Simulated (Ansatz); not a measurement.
NbZn₃: strain and displacement

```
CELL_PARAMETERS angstrom
3.93400 0.00000 0.00000
0.00000 3.93400 0.00000
0.00000 0.00000 3.93400
ATOMIC_POSITIONS crystal
Nb 0.00000 0.00000 0.00000
Zn 0.00000 0.50000 0.50000
Zn 0.50000 0.00000 0.50000
Zn 0.50000 0.50000 0.00000
```

Atoms are numbered in the order listed.

The geometry is COD entry 2310977, unchecked; take it as a test cell.

Spin polarisation is left out, and whether a magnetic state lies lower isn't shown here.

Theory: DFT, PBEsol, all-electron LAPW, scalar-relativistic (Ansatz 0.2.0).

Settings: a Γ-centred 10×10×10 k mesh, Fermi–Dirac smearing of 0.05 eV, basis error target 1 meV/atom, no spin polarisation.

The unchanged cell is at -5.44 GPa.

In a metal, stresses and small energies carry noise from the k mesh.

x, y and z are the Cartesian axes of the cell as listed; fractional coordinates follow a strain, and an engineering shear is twice the off-diagonal strain component.

With equal xy, yz and zx engineering shear strains of -2 %: energy change +5 meV/atom; stress change (xx, yy, zz, yz, xz, xy) 0.16, 0.16, 0.16, 1.74, 1.74, 1.74 GPa, compression positive.

With equal xy, yz and zx engineering shear strains of -1 %: energy change +1 meV/atom; stress change (xx, yy, zz, yz, xz, xy) 0.04, 0.04, 0.04, 0.88, 0.88, 0.88 GPa, compression positive.

Problem. With this change (equal xy, yz and zx engineering shear strains of +1 %), what becomes of the energy and stress?

Solution. Energy change +1 meV/atom; stress change (xx, yy, zz, yz, xz, xy) 0.04, 0.04, 0.04, -0.89, -0.89, -0.89 GPa, compression positive.

With equal xy, yz and zx engineering shear strains of +2 %: energy change +5 meV/atom; stress change (xx, yy, zz, yz, xz, xy) 0.16, 0.16, 0.16, -1.80, -1.80, -1.80 GPa, compression positive.
